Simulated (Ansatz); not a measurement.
SrPt₅:
```xyz
6
Lattice="5.4511 0.0000 0.0000 -2.7256 4.7208 0.0000 0.0000 0.0000 4.3554" Properties=species:S:1:pos:R:3 pbc="T T T"
Pt     2.7256     0.0000     2.1777
Pt     1.3628     2.3604     2.1777
Pt    -1.3628     2.3604     2.1777
Pt     0.0000     3.1472     0.0000
Pt     2.7256     1.5736     0.0000
Sr     0.0000     0.0000     0.0000
```

Relaxed with r²SCAN.

Q: Map the electron localisation function on the plane through (0.333, 0.667, 0.000) spanned by u = [1, 1, 0] and v = [1, -1, 0] in lattice vectors, from plane-wave PAW r²SCAN (Ansatz code).

A: x is the fraction of u, y of v (the angle between them is 90°; rows are the nearest grid lines); atoms in the plane: Pt at (0.00, 0.00), Pt at (0.50, 0.50), Pt at (0.00, 0.33), Pt at (0.50, 0.83), Sr at (0.00, 0.67), Sr at (0.50, 0.17).
```
|####*=-:............:-=*####|
|###*=-:..:--====--:..:-=*###|
|**+=-:...:-=++++=-:...:-=+**|
|==--:..::=+######+=::..:--==|
|     .:-=+*######*+=-:.     |
|#*+:  .-==+*####*+==-.  :+*#|
|@@@%=  .-==++**++==-.  =%@@@|
|-+%@@*. .::::::::::. .*@@%+-|
| .#@@#.  ..........  .#@@#. |
|@@@@#: .:--======--:. :#@@@@|
|@@%*:  :===+****+===:  :*%@@|
|     .:-=+*######*+=-:.     |
|---::..:-=*######*=-:..::---|
|++=--:..::=+****+=::..:--=++|
|##*+-::..:-==++==-:..::-+*##|
|####+=-:...:----:...:-=+####|
|###*+==-.    ..    .-==+*###|
|*++===:. :*%@@@@%*: .:===++*|
|------. .*@@@@@@@@*. .------|
|.....   =@@%-  -%@@=   .....|
|::::::  :#@@%**%@@#:  ::::::|
|**++==-. .=#@@@@#=. .-==++**|
|###*+==:   :-==-:   :==+*###|
|####*=-:............:-=*####|
```
Scale: ten equal steps from 0.024 (start of ' ') to 0.863 (end of '@'), in the order ' .:-=+*#%@'; x runs from 0.000 to 1.00, y from 0.000 (bottom) to 1.00 (top).

The density is the valence pseudo-density with augmentation charge, so density and ELF within about 1 Å of a nucleus are not all-electron values.

Space group P6/mmm. The workflow started from an entry of the Crystallography Open Database (COD). Whether it is the stable phase at ambient conditions was not checked. The r²SCAN relaxation kept the symmetry of its start; its stability against distortions is not shown here. The run is not spin-polarised. Spin–orbit coupling is left out wherever it is not named.

Potentials: the later of the program's two PAW sets.
